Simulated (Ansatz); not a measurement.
GeRh$_{2}$ in space group Pnma (No. 62; Ge on 4c, Rh on 4c, Rh on 4c) under volume change, the program Ansatz at the r²SCAN level (PAW), shape and atoms relaxed at each volume.

```json
[
 {"V (Å³/atom)": "12.654", "E − E(relaxed) (meV/atom)": "93.2", "P (GPa)": "26.31"},
 {"V (Å³/atom)": "13.071", "E − E(relaxed) (meV/atom)": "38.7", "P (GPa)": "15.85"},
 {"V (Å³/atom)": "13.488", "E − E(relaxed) (meV/atom)": "9.1", "P (GPa)": "7.18"},
 {"V (Å³/atom)": "13.905", "E − E(relaxed) (meV/atom)": "0.0", "P (GPa)": "0.01"},
 {"V (Å³/atom)": "14.322", "E − E(relaxed) (meV/atom)": "8.0", "P (GPa)": "-5.92"},
 {"V (Å³/atom)": "14.739", "E − E(relaxed) (meV/atom)": "29.9", "P (GPa)": "-10.74"}
]
```

Task: What does a third-order Birch–Murnaghan fit give for V₀, B₀ and B′?

Result: V₀ = 13.91 Å³/atom, B₀ = 216 GPa, B′ = 5.4.

The workflow started from a Materials Project entry (that database holds measured and hypothetical structures alike); the Crystallography Open Database files this formula in space group No. 62, but the cells were not matched. Its standing as an ambient phase is unchecked. The r²SCAN relaxation kept the symmetry of its start; its stability against distortions is not shown here. The run is not spin-polarised.

Potentials: the later of the program's two PAW sets.
